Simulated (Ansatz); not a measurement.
SrVO3:
```
SrVO3
1.0
    3.85761     0.00000     0.00000
    0.00000     3.85761     0.00000
    0.00000     0.00000     3.85761
Sr V O
1 1 3
Direct
  0.00000   0.00000   0.00000
  0.50000   0.50000   0.50000
  0.50000   0.00000   0.50000
  0.00000   0.50000   0.50000
  0.50000   0.50000   0.00000
```

Relaxed with PBE. Special points in fractions of this cell's reciprocal vectors: Γ (0.000, 0.000, 0.000); X (0.000, 0.500, 0.000); M (0.500, 0.500, 0.000); R (0.500, 0.500, 0.500).

### Question
List the band energies nearest the Fermi level at these points for DFT-PBE with spin–orbit coupling in the program Ansatz with PAW potentials.

### Answer
In eV from the Fermi level; about four levels below and three above (degenerate sets whole), none deeper than 8.9 eV; points with the same levels are listed once.

```
k                                below                above
-  -----------------------------------  -------------------
Γ  -1.09 -1.09 -1.09 -1.09 -1.05 -1.05  1.11 1.11 1.11 1.11
X              -2.97 -2.97 -0.96 -0.96  0.78 0.78 0.82 0.82
M              -3.73 -3.73 -2.26 -2.26  0.77 0.77 0.79 0.79
R              -2.17 -2.17 -2.17 -2.17  1.35 1.35 1.35 1.35
```

Space group Pm-3m (cubic perovskite). The PBE relaxation kept the symmetry of its start; of distortions, only those at the zone centre were tested. The workflow began spin-polarised and lost its moments. No Hubbard U is applied. The compound may be a true metal, but semilocal functionals without U, or a wrong spin order, can also close a gap.

Potentials: the later of the program's two PAW sets.
